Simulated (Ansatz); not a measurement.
Relaxed-ion elastic tensor of MgH$_{2}$ (rutile, P4_2/mnm) in GPa (Voigt order), PBEsol in the plane-wave PAW code Ansatz; density 1.45 g/cm³, 10.05 Å³ per atom.

```tsv
	1	2	3	4	5	6
1	68.4	40.5	30.7	0.0	0.0	0.0
2	40.5	68.4	30.7	0.0	0.0	0.0
3	30.7	30.7	131	0.0	0.0	0.0
4	0.0	0.0	0.0	36.3	0.0	0.0
5	0.0	0.0	0.0	0.0	36.3	0.0
6	0.0	0.0	0.0	0.0	0.0	52.5
```

### Question
Is the crystal mechanically stable?

### Answer
Yes: the smallest eigenvalue of C is 28.0 GPa.

### Question
Work out the Voigt, Reuss and Hill averages.

### Answer
K_V = 52.5, K_R = 49.9, K_H = 51.2; G_V = 36.1, G_R = 29.2, G_H = 32.7 GPa.

### Question
Give Young's modulus, Poisson's ratio, Pugh's ratio and the universal anisotropy index.

### Answer
E = 9KG/(3K + G) = 80.8 GPa; ν = 0.24; K/G = 1.57 (brittle by the Pugh limit of 1.75); A_U = 5G_V/G_R + K_V/K_R − 6 = 1.23.

### Question
Estimate the sound speeds and the Debye temperature.

### Answer
v_l = √((K + 4G/3)/ρ) = 8080 m/s, v_t = √(G/ρ) = 4750 m/s, mean 5260 m/s; Θ = (h/k)(3n/4πV)^(1/3) v_m = 726 K.

### Question
Solve the Christoffel equation for the three sound speeds along x, y, z.

### Answer
Eigenvalues of C_ijkl n_j n_l equal ρv². In km/s, slowest first: x 5.00, 6.02, 6.87; y 5.00, 6.02, 6.87; z 5.00, 5.00, 9.52.

### Question
How much does each axis shrink under pressure?

### Answer
Linear compressibilities β_i = Σ_j S_ij (j = 1 to 3): x 8.1, y 8.1, z 3.8 per TPa.

Symmetry was held in the PBEsol relaxation; of distortions, only those at the zone centre were tested.

Potentials: the later of the program's two PAW sets.
